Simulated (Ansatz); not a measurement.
AgB$_{2}$, DFT, PBEsol, PAW with Ansatz's default frozen-core files, scalar-relativistic (Ansatz 0.2.0), run on 1 thread of Arm Neoverse V1 on a shared host.

The geometry is COD entry 1509214, unchecked; take it as a test cell. The listed cell was then made from it by scaling, straining or moving an atom.

Command: `ansatz run input.yaml --threads 1 --pin off --max-ram 4096MiB --backend cpu --events-out ev --progress --plain --runs-dir out`

```yaml
crystal:
  lattice:
    - [2.9798667946, 0.0, 0.0]
    - [-1.4899333974, 2.5806403441, 0.0]
    - [0.0, 0.0, 3.2182543784]
  atoms:
    - { symbol: Ag, position: [0.0, 0.0, 0.0] }
    - { symbol: B, position: [0.3333333333, 0.6666666667, 0.5] }
    - { symbol: B, position: [0.6666666667, 0.3333333333, 0.5] }
kpoints:
  mp_grid: { grid: [16, 16, 13] }
scf:
  occupations: { method: fermi_dirac, width: 0.05 }
hamiltonian:
  xc: pbesol
  pseudopotentials: { kind: paw }
output:
  forces: true
  stress: true
  eigenvalues: true
  efg: { contact_densities: true }
  write_density: true
  write_potential: true
  elf: true
  volumetric_format: npy
```

Question: How large is the problem that the program sets up?

Answer: 210 irreducible k-points, 467 plane waves at Γ, 17 bands.

Question: Estimate the wall time and the peak memory.

Answer: 8.1 s of wall time for 6 SCF iterations, with a peak of 0.39 GiB. Times on shared machines scatter by tens of per cent.

Question: And the same cell and mesh by crystal-made all-electron datasets, asked for forces, stress, eigenvalues, efg, on the same hardware?

Answer: 20 s, peak memory 0.64 GiB.
